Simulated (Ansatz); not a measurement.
In plane-wave PAW PBEsol (Ansatz code), Cd in the diamond structure (Fd-3m) relaxes to a = 6.438 Å. Cd has 4 nearest neighbours from 2.79 Å (tetrahedral).

Electronic character: metallic (no gap). Gap from PBEsol with spin–orbit coupling: none (metallic).

The bulk modulus is 22.8 GPa. The relaxed-ion elastic constants in GPa are C11 = 16.9, C12 = 26.6, C44 = -8.6. The highest mode at Γ lies at 3.56 THz.

The start of the workflow was typed in or built on a structure type; neither database checked (COD, Materials Project) lists it. It is not the phase usual at ambient conditions (space group No. 194). The cell was relaxed with PBEsol under the symmetry of its start. At this level the phase is mechanically unstable. As this level gives no gap, shear constants depend on the k-mesh and smearing (Fermi–Dirac, 0.1 eV here). As this level gives no gap, phonon frequencies hold no LO–TO term and depend on the k-mesh and smearing (Fermi–Dirac, 0.1 eV here). Scalar-relativistic: spin–orbit coupling is off unless named, which matters more the heavier the elements.

Potentials: the later of the program's two PAW sets.
